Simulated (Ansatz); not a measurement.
B:
```
CELL_PARAMETERS angstrom
     -2.31647     2.31647     2.31647
      2.31647    -2.31647     2.31647
      2.31647     2.31647    -2.31647
ATOMIC_POSITIONS crystal
  B  0.00000 0.25000 0.50000
  B  0.25000 0.50000 0.00000
  B  0.50000 0.00000 0.25000
  B  0.25000 0.25000 0.25000
```

Relaxed with PBEsol. PBEsol (plane waves, PAW; program Ansatz) gives a gap of 1.41 eV.

### Question
What gap does HSE06 give on the same cell (Ansatz, PAW)?

### Answer
2.42 eV, 1.02 eV more. The hybrid was solved on a coarser mesh and at special points; its gap is the smallest among all of these.

| k | v1 PBEsol | c1 PBEsol | v1 HSE06 | c1 HSE06 |
|---|---|---|---|---|
| Γ | -1.68 | 1.43 | … | … |
| H | -2.56 | 4.60 | -2.70 | 6.13 |
| P | -0.13 | 3.37 | … | … |
| N | -1.40 | 2.83 | … | … |

### Question
Top valence (v1) and lowest conduction level (c1) in eV from each method's valence maximum (which need not be a listed point): supply the withheld HSE06 values.

### Answer

- P, v1 HSE06: -0.15
- P, c1 HSE06: 4.55
- N, v1 HSE06: -1.35
- N, c1 HSE06: 3.78
- Γ, v1 HSE06: -1.87
- Γ, c1 HSE06: 2.47

Cost on shared cores: the PBEsol run (SCF on a 8×8×8 mesh, then bands and DOS) very roughly 17 core-seconds, the HSE06 run (SCF on 6×6×6, then a few points) about 120 core-seconds (a rough figure); the tasks are unlike.

Space group I4_132. The start of the workflow was typed in or built on a structure type; neither database checked (COD, Materials Project) lists it. It is not the phase usual at ambient conditions (space group No. 166). The PBEsol relaxation kept the symmetry of its start; phonons on a q-mesh show weakly imaginary modes.

Potentials: the later of the program's two PAW sets.
